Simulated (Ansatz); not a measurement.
Ansatz (a first-principles code) input:

Ansatz 0.2 input:
```yaml
crystal:
  lattice:
    - [3.2853009137, 4.1114816672, 0.0]
    - [-3.2853009137, 4.1114816672, 0.0]
    - [-1.1864125133, 0.0, 5.1389753931]
  atoms:
    - { symbol: Zr, position: [0.9081638521, 0.0918361479, 0.0096615247] }
    - { symbol: Zr, position: [0.4105574225, 0.5894425775, 0.9790845366] }
    - { symbol: Zr, position: [0.8237932882, 0.733228612, 0.5897011154] }
    - { symbol: Zr, position: [0.266771388, 0.1762067118, 0.5897011154] }
    - { symbol: Cu, position: [0.7163826152, 0.2836173848, 0.4515475736] }
    - { symbol: Cu, position: [0.3031472939, 0.6968527061, 0.436890886] }
    - { symbol: Cu, position: [0.4468863928, 0.0522222525, 0.1494666242] }
    - { symbol: Cu, position: [0.9477777475, 0.5531136072, 0.1494666242] }
kpoints:
  mp_grid: { grid: [6, 6, 6] }
  band_path:
    path:
      - [[0.0, 0.0, 0.0], [0.5, 0.5, 0.0], [0.5, 0.5, 0.5], [0.0, 0.0, 0.5], [0.0, 0.0, 0.0]]  # Γ-Y-M-A-Γ
      - [[0.0, 0.5, 0.5], [0.0, 0.0, 0.0], [0.0, 0.5, 0.0]]  # L_2-Γ-V_2
    npoints: 12
hamiltonian:
  xc: r2scan
  pseudopotentials: { kind: paw }
magnetization: { noncollinear: true, spin_orbit: true }
scf:
  n_extra_bands: 16
  convergence: { dr2_threshold: 0.0000000001 }
  occupations: { method: gaussian, width: 0.05 }
output: { eigenvalues: true }
```

Output (shortened):

```
Pseudopotential: Zr, paw_fr, valence charge 12
Pseudopotential: Cu, paw_fr, valence charge 19
Functional definition: r2SCAN
non-collinear run that drives no moment, with spin-orbit …
Crystal: 8 atoms, lattice volume = 138.829 Å³
Basis set: ecut = 500 eV, 3539 PW (Γ), exchange–correlation on 160×160×160 points (64 copies of the dense FFT grid, shifted against one another)
Bands: 140, of which v1, the nominal top of the filled ones, is band 124 counted from 1 (123 counted from 0)
Symmetry: 2 space group operations + 2 with time reversal
k-points: 68 of 216 (time reversal used)
Projection manifold: j_resolved (fully-relativistic pseudo-atomic orbitals)
SCF iter   1: F=—  HF=-43315.158919 eV  |F-HF|=—  |Δ(HF+E_count)|=         —  Δρ=7.32e-1  dr2=6.73e2  dr2_τ=1.08e0  dr2_m=0.00e0 (ungated)  ethr=3.10e-3  |M|=0.00e0 ∫|m|=0.00e0 μB  |m|>n=0.0e0 m-floor=0.0e0 τ_xc=0.0e0  β_m=0.30  ⟨swp⟩=5.1  Hψ=41749  notcnv=0
preconditioner: auto → Kerker (q_TF=auto, 2.677 Å⁻¹)
spin=Noncollinear: Kerker preconditioning applied to the charge; magnetization (m_x, m_y, m_z) channels mix plain (no charge-response kernel on spin).
SCF iter   2: F=—  HF=-43308.152062 eV  |F-HF|=—  |Δ(HF+E_count)|=    7.01e0  Δρ=3.24e-1  dr2=7.60e1  dr2_τ=1.51e0  dr2_m=0.00e0 (ungated)  ethr=3.10e-3  |M|=0.00e0 ∫|m|=0.00e0 μB  |m|>n=0.0e0 m-floor=0.0e0 τ_xc=0.0e0  β_m=0.25  ⟨swp⟩=4.0  Hψ=25480  notcnv=0  defer=416
SCF iter   3: F=—  HF=-43281.651466 eV  |F-HF|=—  |Δ(HF+E_count)|=    2.65e1  Δρ=1.28e-1  dr2=1.19e1  dr2_τ=5.79e-2  dr2_m=0.00e0 (ungated)  ethr=3.10e-3  |M|=0.00e0 ∫|m|=0.00e0 μB  |m|>n=0.0e0 m-floor=0.0e0 τ_xc=0.0e0  β_m=0.41  ⟨swp⟩=3.3  Hψ=24869  notcnv=0  defer=490
SCF iter   4: F=—  HF=-43279.356191 eV  |F-HF|=—  |Δ(HF+E_count)|=    2.30e0  Δρ=3.89e-2  dr2=2.57e0  dr2_τ=8.80e-3  dr2_m=0.00e0 (ungated)  ethr=3.10e-3  |M|=0.00e0 ∫|m|=0.00e0 μB  |m|>n=0.0e0 m-floor=0.0e0 τ_xc=0.0e0  β_m=0.69  ⟨swp⟩=3.0  Hψ=20812  notcnv=0  defer=502
SCF iter   5: F=—  HF=-43280.070959 eV  |F-HF|=—  |Δ(HF+E_count)|=   7.15e-1  Δρ=6.76e-2  dr2=4.14e0  dr2_τ=4.33e-3  dr2_m=0.00e0 (ungated)  ethr=2.07e-3  |M|=0.00e0 ∫|m|=0.00e0 μB  |m|>n=0.0e0 m-floor=0.0e0 τ_xc=0.0e0  β_m=0.47  ⟨swp⟩=2.0  Hψ=20026  notcnv=0  defer=504
SCF iter   6: F=—  HF=-43279.851329 eV  |F-HF|=—  |Δ(HF+E_count)|=   2.20e-1  Δρ=5.72e-2  dr2=3.13e0  dr2_τ=4.18e-3  dr2_m=0.00e0 (ungated)  ethr=2.07e-3  |M|=0.00e0 ∫|m|=0.00e0 μB  |m|>n=0.0e0 m-floor=0.0e0 τ_xc=0.0e0  β_m=0.74  ⟨swp⟩=2.0  Hψ=15437  notcnv=0  defer=496
SCF iter   7: F=—  HF=-43279.498631 eV  |F-HF|=—  |Δ(HF+E_count)|=   3.53e-1  Δρ=2.51e-2  dr2=7.16e-1  dr2_τ=2.50e-3  dr2_m=0.00e0 (ungated)  ethr=2.07e-3  |M|=0.00e0 ∫|m|=0.00e0 μB  |m|>n=0.0e0 m-floor=0.0e0 τ_xc=0.0e0  β_m=0.71  ⟨swp⟩=2.1  Hψ=13193  notcnv=0  defer=496
SCF iter   8: F=—  HF=-43279.454243 eV  |F-HF|=—  |Δ(HF+E_count)|=   4.44e-2  Δρ=1.78e-2  dr2=3.80e-1  dr2_τ=1.06e-3  dr2_m=0.00e0 (ungated)  ethr=5.77e-4  |M|=0.00e0 ∫|m|=0.00e0 μB  |m|>n=0.0e0 m-floor=0.0e0 τ_xc=0.0e0  β_m=0.52  ⟨swp⟩=2.0  Hψ=14543  notcnv=0  defer=504
SCF iter  21: F=-43279.395884 eV  HF=-43279.395884 eV  |F-HF|=3.64e-11  |Δ(HF+E_count)|=  1.67e-10  Δρ=2.40e-7  dr2=6.38e-11  dr2_τ=5.22e-13  dr2_m=0.00e0 (ungated)  ethr=1.00e-12  |M|=0.00e0 ∫|m|=0.00e0 μB  |m|>n=0.0e0 m-floor=0.0e0 τ_xc=0.0e0  ⟨swp⟩=8.2  Hψ=33712  notcnv=0
SCF 1 converged in 21 iterations: F = -43279.395884 eV  dr2 = 6.38e-11
NSCF: frozen V_eff on 74 k-points
SCF converged after 21 iterations
Magnetization: |M| = 0.0000 μB,  M = (+0.0000, +0.0000, +0.0000) μB
Absolute magnetization: 0.0000 μB (∫|m|)
  site 0: m = (+0.0000, +0.0000, +0.0000) μB, |m| = 0.0000 μB  (R = 1.10 Å)
  site 1: m = (+0.0000, +0.0000, +0.0000) μB, |m| = 0.0000 μB  (R = 1.10 Å)
  site 2: m = (+0.0000, +0.0000, +0.0000) μB, |m| = 0.0000 μB  (R = 1.12 Å)
  site 3: m = (+0.0000, +0.0000, +0.0000) μB, |m| = 0.0000 μB  (R = 1.12 Å)
  site 4: m = (+0.0000, +0.0000, +0.0000) μB, |m| = 0.0000 μB  (R = 1.07 Å)
  site 5: m = (+0.0000, +0.0000, +0.0000) μB, |m| = 0.0000 μB  (R = 1.05 Å)
  site 6: m = (+0.0000, +0.0000, +0.0000) μB, |m| = 0.0000 μB  (R = 1.05 Å)
  site 7: m = (+0.0000, +0.0000, +0.0000) μB, |m| = 0.0000 μB  (R = 1.05 Å)
Free energy (F): -43279.395884 eV
Harris-Foulkes:  -43279.395884 eV  (|F-HF|=3.64e-11)
Internal energy: -43279.387107 eV  (E = F + TS)
E sigma→0 (E₀):  -43279.391496 eV
Entropy (-TS):   -0.008777 eV (-1.097 meV/atom)
Fermi energy:    15.097490 eV
--- Per-component energies (eV) ---
  E_band       = -2084.085761
  E_kinetic    = 2524.920498
  E_local      = -22628.580555  (includes V_loc(G=0)·N_el)
  E_nonlocal   = 1862.759556
  E_hartree    = 9826.610665
  E_xc         = -960.317138
  E_vxc        = -1348.334586  (∫ρ·V_xc dr)
  E_paw        = -18539.850020  (= ΣΔE_a)
  E_vpaw       = -2235.339064  (= ΣTr[D̂ρ^β])
  E_aug_tail   = 0.000615  (compensation charges beyond the density's cutoff)
  E_vtau       = 87.266470  (kinetic-family band-sum trace: ∫τ·v_τ [+ j·A + Jᵃ·Aᵃ] dr)
  E_ewald      = -15363.065480
  E_core_change = -1.865249  (= ΣΔE_core)
  E_smearing   = -0.008777  (= −TS)
  E_closure    =  0.000000  (closes the sum)
  Σ components = -43279.395884   (vs F -43279.395884, Δ=0.00e0)
  [band-id]    e_kinetic+e_local+e_nonlocal+2·e_hartree+e_vxc+e_vpaw+e_augmentation_tail+e_vtau = -2084.085736   (vs E_band -2084.085761, Δ=2.55e-5)
--- Band table (eV; the first three rows and the last of 68) ---
  k-point 0: bands = ["-102.0748", "-102.0748", "-101.9979", "-101.9979", "-101.9978", "-101.9978", "-101.9558", "-101.9558", "-59.6302", "-59.6302", "-59.5562", "-59.5562", "-59.5557", "-59.5557", "-59.5105", "-59.5105", "-57.0655", "-57.0655", "-57.0149", …
  k-point 1: bands = ["-102.0748", "-102.0748", "-101.9979", "-101.9979", "-101.9978", "-101.9978", "-101.9558", "-101.9558", "-59.6302", "-59.6302", "-59.5562", "-59.5562", "-59.5557", "-59.5557", "-59.5105", "-59.5105", "-57.0655", "-57.0655", "-57.0149", …
  k-point 2: bands = ["-102.0748", "-102.0748", "-101.9979", "-101.9979", "-101.9978", "-101.9978", "-101.9558", "-101.9558", "-59.6302", "-59.6302", "-59.5562", "-59.5562", "-59.5557", "-59.5557", "-59.5105", "-59.5105", "-57.0655", "-57.0655", "-57.0149", …
  k-point 67: bands = ["-102.0748", "-102.0748", "-101.9979", "-101.9979", "-101.9978", "-101.9978", "-101.9558", "-101.9558", "-59.6302", "-59.6302", "-59.5562", "-59.5562", "-59.5556", "-59.5556", "-59.5106", "-59.5106", "-57.0655", "-57.0655", "-57.0147", …
```

Cost: roughly 40 core-minutes on shared cores.

Space group Cm. The first step of the workflow began from a Materials Project structure, measured or hypothetical; the Crystallography Open Database copy checked does not list it. Whether it is the stable phase at ambient conditions was not checked. Symmetry was held in the r²SCAN relaxation; whether a distortion lowers the energy is not shown. No spin polarisation was allowed.

Potentials: the later of the program's two PAW sets.

Ansatz is a plane-wave DFT program.
